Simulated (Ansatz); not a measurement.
KI:
```yaml
crystal:
  lattice:
    - [0.00000, 3.59116, 3.59116]
    - [3.59116, 0.00000, 3.59116]
    - [3.59116, 3.59116, 0.00000]
  atoms:
    - { symbol: K, position: [0.00000, 0.00000, 0.00000] }
    - { symbol: I, position: [0.50000, 0.50000, 0.50000] }
```

Relaxed with PBE.

**Question.** Which orbitals make up the states near the band edges in PBE in the plane-wave PAW code Ansatz?

**Answer.** Top 1 eV of the valence band: I 5p 96 %. Bottom 1 eV of the conduction band: K 4s 76 %, I 5s 13 %, I 5p 7 %. Projections are on Löwdin-orthogonalised atomic valence shells; empty p or d shells of many metals are not among them.

**Question.** Tabulate the density of states.

**Answer.** States/eV per cell of 2 atoms, in 0.25 eV bins, energy from the valence-band maximum.

```
E (eV)  total   I 5p  K 4s  I 5s
------  -----  -----  ----  ----
-7.85    0.00   0.00  0.00  0.00
-7.60    0.00   0.00  0.00  0.00
-7.35    0.00   0.00  0.00  0.00
-7.10    0.00   0.00  0.00  0.00
-6.85    0.00   0.00  0.00  0.00
-6.60    0.00   0.00  0.00  0.00
-6.35    0.00   0.00  0.00  0.00
-6.10    0.00   0.00  0.00  0.00
-5.85    0.00   0.00  0.00  0.00
-5.60    0.00   0.00  0.00  0.00
-5.35    0.00   0.00  0.00  0.00
-5.10    0.00   0.00  0.00  0.00
-4.85    0.00   0.00  0.00  0.00
-4.60    0.00   0.00  0.00  0.00
-4.35    0.00   0.00  0.00  0.00
-4.10    0.00   0.00  0.00  0.00
-3.85    0.00   0.00  0.00  0.00
-3.60    0.00   0.00  0.00  0.00
-3.35    0.00   0.00  0.00  0.00
-3.10    0.00   0.00  0.00  0.00
-2.85    0.00   0.00  0.00  0.00
-2.60    0.00   0.00  0.00  0.00
-2.35    0.00   0.00  0.00  0.00
-2.10    0.00   0.00  0.00  0.00
-1.85    0.00   0.00  0.00  0.00
-1.60    0.00   0.00  0.00  0.00
-1.35    0.00   0.00  0.00  0.00
-1.10    1.64   1.38  0.24  0.00
-0.85    5.46   4.90  0.49  0.02
-0.60    3.33   3.20  0.07  0.01
-0.35   10.98  10.80  0.04  0.00
-0.10    2.60   2.57  0.00  0.00
0.15     0.00   0.00  0.00  0.00
0.40     0.00   0.00  0.00  0.00
0.65     0.00   0.00  0.00  0.00
0.90     0.00   0.00  0.00  0.00
1.15     0.00   0.00  0.00  0.00
1.40     0.00   0.00  0.00  0.00
1.65     0.00   0.00  0.00  0.00
1.90     0.00   0.00  0.00  0.00
2.15     0.00   0.00  0.00  0.00
2.40     0.00   0.00  0.00  0.00
2.65     0.00   0.00  0.00  0.00
2.90     0.00   0.00  0.00  0.00
3.15     0.00   0.00  0.00  0.00
3.40     0.00   0.00  0.00  0.00
3.65     0.00   0.00  0.00  0.00
3.90     0.01   0.00  0.01  0.00
4.15     0.08   0.00  0.06  0.01
4.40     0.13   0.01  0.10  0.02
4.65     0.21   0.02  0.16  0.03
4.90     0.31   0.03  0.22  0.03
5.15     0.75   0.04  0.32  0.04
5.40     1.64   0.06  0.47  0.04
5.65     2.56   0.07  0.58  0.04
5.90     2.68   0.07  0.68  0.03
6.15     2.41   0.07  0.63  0.02
6.40     1.93   0.07  0.64  0.02
6.65     1.96   0.08  0.57  0.01
6.90     2.64   0.09  0.58  0.01
7.15     2.89   0.07  0.41  0.00
7.40     3.80   0.05  0.23  0.00
7.65     2.82   0.03  0.11  0.00
7.90     2.89   0.01  0.03  0.00
8.15     5.53   0.02  0.03  0.00
8.40     5.10   0.02  0.03  0.00
8.65     4.07   0.01  0.02  0.00
```

Space group Fm-3m (rock salt). The PBE relaxation kept the symmetry of its start. Spin–orbit coupling is left out wherever it is not named.

Potentials: the later of the program's two PAW sets.
